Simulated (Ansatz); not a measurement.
CdF2:
```yaml
crystal:
  lattice:
    - [0.00000, 2.74087, 2.74087]
    - [2.74087, 0.00000, 2.74087]
    - [2.74087, 2.74087, 0.00000]
  atoms:
    - { symbol: Cd, position: [0.00000, 0.00000, 0.00000] }
    - { symbol: F, position: [0.25000, 0.25000, 0.25000] }
    - { symbol: F, position: [0.75000, 0.75000, 0.75000] }
```

The program Ansatz at the PBE level (PAW) gives a gap of 2.91 eV without spin–orbit coupling, maximum at W, minimum at Γ.

### Question
What happens when spin–orbit coupling is switched on?

### Answer
The gap is nearly the same, to 2.91 eV; maximum at W, minimum at Γ.

### Question
Give the electron effective mass with spin–orbit coupling.

### Answer
0.38 mₑ (isotropic).

### Question
Give the hole effective mass with spin–orbit coupling.

### Answer
2.1, 2.1, 7.6 mₑ (principal values).

Space group Fm-3m (fluorite). The PBE relaxation kept the symmetry of its start.

Potentials: the earlier of the program's two PAW sets.
